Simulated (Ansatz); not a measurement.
MgO (rock salt)

```xyz
4
Lattice="0.0000 4.2537 4.2537 2.1269 0.0000 2.1269 2.1269 2.1269 0.0000" Properties=species:S:1:pos:R:3 pbc="T T T"
O      0.0000     0.0000     0.0000
O      0.0000     2.1269     2.1269
Mg     2.1269     2.1269     2.1269
Mg     2.1269     4.2537     4.2537
```

In each cell atom 1 (O, nearest neighbour Mg at 2.127 Å; its periodic images, 3.0 Å or more away, move with it) moves by s·(0.000, 0.000, 1.000) (along Cartesian z), the rest being held.

The numbers are results of PBE (plane waves to 420 eV, PAW, scalar-relativistic; Ansatz, a program for electronic structure), not measurements. k mesh 11×11×11 (Γ-centred), Fermi-Dirac smearing 0.05 eV. Energies are smeared free energies. Left out: 2 of 11 points, with atoms too close for the PAW data. MgO was relaxed with its symmetry unable to fall. The zero of ΔE is the undisplaced structure.

```json
[
 {"s (Å)": "-0.512", "ΔE (meV/cell)": "1677"},
 {"s (Å)": "-0.384", "ΔE (meV/cell)": "759"},
 {"s (Å)": "-0.256", "ΔE (meV/cell)": "285"},
 {"s (Å)": "-0.128", "ΔE (meV/cell)": "64"},
 {"s (Å)": "0.000", "ΔE (meV/cell)": "0"},
 {"s (Å)": "0.128", "ΔE (meV/cell)": "64"},
 {"s (Å)": "0.256", "ΔE (meV/cell)": "285"},
 {"s (Å)": "0.384", "ΔE (meV/cell)": "759"},
 {"s (Å)": "0.512", "ΔE (meV/cell)": "1677"}
]
```

### Question
What force constant k = d²E/ds² at s = 0 does the table give?

### Answer
7.5 eV/Å². It is the second difference of the nearest points, corrected with the next pair.

### Question
With k = 7.51 eV/Å² from the forces, is the well harmonic out to s = 0.512 Å?

### Answer
½ks² = 984 meV/cell against the computed 1677 meV/cell, so the well is stiffer than harmonic there.

(For displaced atoms, the force is minus the slope of the energy, and its curvature is a force constant, which sets phonon frequencies.)
